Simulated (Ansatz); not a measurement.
# Energy over volume and axial ratio for CeO2 (fluorite)

CeO2 (fluorite), conventional cell a = 5.3981 Å, b = 5.3981 Å, c = 5.3981 Å, α = 90.00°, β = 90.00°, γ = 90.00°. The calculation uses the primitive cell of 3 atoms, to which meshes and values per cell refer.

The relaxed cell is deformed in two ways at once: its volume V is scaled, and at that volume it is stretched along z (the c axis of the conventional cell) so that c/a changes. Fractional atomic positions are held.

These are PBEsol (plane waves to 420 eV, PAW, scalar-relativistic; Ansatz, a quantum-chemistry and plane-wave program) values and carry that method's errors. k mesh 11×11×11 (Γ-centred), Fermi-Dirac smearing 0.05 eV. Energies are smeared free energies. Stress and pressure are positive under compression. CeO2 is run without spin polarisation. CeO2 was relaxed with its symmetry unable to fall. The filling of the f shell was not checked against other fillings, so treat energies with care. ΔE is measured from the relaxed starting cell.

ΔE (meV/atom), with V/V₀ across and (c/a)/(c/a)₀ down:

```csv
(c/a)/(c/a)₀ \ V/V₀,0.960,0.973,0.987,1.000,1.013,1.027,1.040
0.960,24.8,17.2,12.7,11.3,12.6,16.6,23.0
0.973,18.5,10.8,6.4,5.0,6.3,10.3,16.7
0.987,14.8,7.1,2.7,1.2,2.6,6.6,12.9
1.000,13.5,5.9,1.4,0.0,1.3,5.3,11.7
1.013,14.7,7.1,2.6,1.2,2.6,6.5,12.9
1.027,18.3,10.6,6.1,4.7,6.1,10.1,16.4
1.040,24.0,16.3,11.9,10.5,11.9,15.8,22.2
```

σxx (GPa), with V/V₀ across and (c/a)/(c/a)₀ down:

```
(c/a)/(c/a)₀ \ V/V₀  0.960  0.973  0.987  1.000  1.013  1.027  1.040
-------------------  -----  -----  -----  -----  -----  -----  -----
0.960                  5.1    2.1   -0.8   -3.4   -5.8   -8.0  -10.1
0.973                  6.3    3.2    0.4   -2.2   -4.7   -6.9   -9.1
0.987                  7.4    4.4    1.5   -1.1   -3.6   -5.9   -8.0
1.000                  8.6    5.5    2.7    0.0   -2.5   -4.8   -6.9
1.013                  9.7    6.6    3.8    1.1   -1.4   -3.7   -5.9
1.027                 10.9    7.8    4.9    2.2   -0.3   -2.6   -4.8
1.040                 12.0    8.9    6.0    3.3    0.8   -1.6   -3.8
```

Derived quantities:

```
Property                                                                                            Value
-----------------------------------------------------  --------------------------------------------------
Shear modulus C′ = (C11 − C12)/2 (fit, atoms clamped)                                             125 GPa
Lowest place on the grid                                V/V₀ = 1.000, (c/a)/(c/a)₀ = 1.000 (0.0 meV/atom)
Highest place on the grid                              V/V₀ = 0.960, (c/a)/(c/a)₀ = 0.960 (24.8 meV/atom)
```

(A scan under strain: stresses follow from slopes of the energy per volume, elastic moduli from its curvatures.)
